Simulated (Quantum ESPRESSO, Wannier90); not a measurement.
**ZrO$_{2}$ (P4₂/nmc): Wannier90 run**

```xyz
6
Lattice="3.6002 0.0000 0.0000 0.0000 3.6002 0.0000 0.0000 0.0000 5.2252" Properties=species:S:1:pos:R:3 pbc="T T T"
Zr     0.0000     0.0000     0.0000
Zr     1.8001     1.8001     2.6126
O      0.0000     1.8001     1.5768
O      0.0000     1.8001    -1.0358
O      1.8001     0.0000     1.0358
O      1.8001     0.0000    -1.5768
```

Materials Project entry mp-2574; symmetrised, unrelaxed at this level. COD (Crystallography Open Database) has the formula in 4 space groups, this one among them (matched by group alone). Level: PBE, no spin polarisation, no spin-orbit coupling; pw.x of Quantum ESPRESSO at 68 Ry with PseudoDojo potentials, 8×8×6 k-points, Wannier90. Density: 8×8×6 mesh, cold smearing 0.01 Ry.

Bands 13-24 form an isolated set from -5.14 to 0.00 eV relative to the valence-band maximum (on the path) and are turned into 12 Wannier functions by minimising the spread from the start: atomic waves O 2p.

Centres (Cartesian, Å; one of the equivalent choices) and spreads:

```csv
n,x,y,z,spread (Å²),nearest atom
1,0.000,1.800,1.579,1.234,O3
2,0.000,1.800,1.697,1.294,O3
3,0.000,1.800,1.573,1.225,O3
4,0.000,1.800,-1.034,1.234,O4
5,0.000,1.800,-1.039,1.225,O4
6,0.000,1.800,-0.915,1.294,O4
7,1.800,0.000,1.034,1.234,O5
8,1.800,0.000,0.915,1.294,O5
9,1.800,0.000,1.039,1.225,O5
10,1.800,0.000,-1.579,1.234,O6
11,1.800,0.000,-1.573,1.225,O6
12,1.800,0.000,-1.697,1.294,O6
```

Ω_I = 14.80 Å², Ω_total = 15.01 Å²; the interpolated bands follow pw.x to 0.1 meV rms on the path. Only this start was tried; a symmetric start can stop on a saddle, and mixtures of these functions could lower the total by at most Ω_total − Ω_I.
